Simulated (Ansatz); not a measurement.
# What settings do to one calculation: (111) superlattice of 4 and 2 atomic planes of zincblende InP and AlAs, in-plane a of AlAs, 6 atoms

Ansatz (PAW, plane waves), atoms fixed. The base input:

```yaml
crystal:
  lattice:
    - [2.837049, -2.837049, 0.000000]
    - [0.000000, 2.837049, -2.837049]
    - [5.911995, 5.911995, 5.911995]
  atoms:
    - { symbol: In, position: [0.970127, 0.977709, 0.005097] }
    - { symbol: In, position: [0.394416, 0.726145, 0.353188] }
    - { symbol: P, position: [0.020363, 0.991526, 0.255642] }
    - { symbol: P, position: [0.348927, 0.679259, 0.590074] }
    - { symbol: Al, position: [0.715858, 0.372931, 0.675424] }
    - { symbol: As, position: [0.675483, 0.367750, 0.913606] }
kpoints:
  mp_grid: { grid: [4, 4, 2] }
hamiltonian:
  xc: pbesol
scf:
  occupations: { method: fermi_dirac, width: 0.01 }
output:
  forces: true
  eigenvalues: true
  stress: true
  populations: true
```

Command:

```sh
ansatz run in.yaml --threads 7 --pin off --max-ram 13300MiB --runs-dir r --events-out ev --progress --plain
```

It converged in 7 iterations and 1.6 s of wall time on 7 threads of a Neoverse-V2 processor, on a host shared with other runs; peak host memory 0.7 GiB; largest force component 2.17 eV/Å, pressure 3.97 GPa. The cutoff was the default, 420 eV. The base isn't a converged reference: it has few k points, and its atoms are unrelaxed. Each run below changes the keys shown and caps the iterations.

| run | changed | ending | iterations | free energy less the base (meV per atom) | rms change of forces (eV/Å) | change of pressure (GPa) | wall time (s, shared host) |
| --- | --- | --- | --- | --- | --- | --- | --- |
| 1 | mixing beta 0.03, dispersion d4, mixing algorithm broyden, max_iter 90 | converged | 14 | other zero | 0.002 | -1.27 | 2 CPU |
| 2 | n_extra_bands 1, max_iter 80 | converged | 7 | 0.0 | 0.000 | 0.00 | 1.2 CPU |
| 3 | ecutrho_ratio 1, max_iter 100 | converged | 7 | -24.4 | 0.029 | 0.51 | 1.2 CPU |
| 4 | ecutrho_ratio 8, accuracy low, n_extra_bands 60, max_iter 70 | converged | 7 | 0.0 | 0.000 | 0.00 | 2.9 CPU |
| 5 | occupations fixed, max_iter 90 | converged | 7 | 0.0 | 0.000 | 0.00 | 1.5 CPU |
| 6 | ecutwfc 120 eV, width 0.5 eV, max_iter 100 | converged | 10 | 61150.0 | 4.066 | 0.50 | 0.7 CPU |
| 7 | dr2_threshold 1e-09, mixing beta 0.2, max_iter 60, k points the single k point (½, ½, ½) | converged | 11 | -485.4 | 1.459 | -3.35 | 0.5 CPU |
| 8 | accuracy low (cutoff and grids as in the base), max_iter 90, total_charge 2 | converged | 11 | other zero | 0.579 | 3.31 | 2.1 CPU |
| 9 | initial_magnetization 1, width 0.1 eV, max_iter 90 | converged | 15 | -0.2 | 0.006 | 0.03 | 4.3 CPU |
| 10 | dr2_threshold 0.01, ecutrho_ratio 3, max_iter 80 | converged | 6 | 0.0 | 0.000 | 0.00 | 1.4 CPU |

«Other zero»: another functional, charge or dispersion term moves the zero of energy, so the difference says nothing of accuracy.

Q: Which changes leave the result alone, and which of the same physical model moves the forces most?

A: The forces move by under 0.002 eV/Å in runs 2, 4, 5, 10. Run 6 (ecutwfc 120 eV, width 0.5 eV, max_iter 100) moves them most among the runs with the same functional, charge and dispersion term, by 4.066 eV/Å.
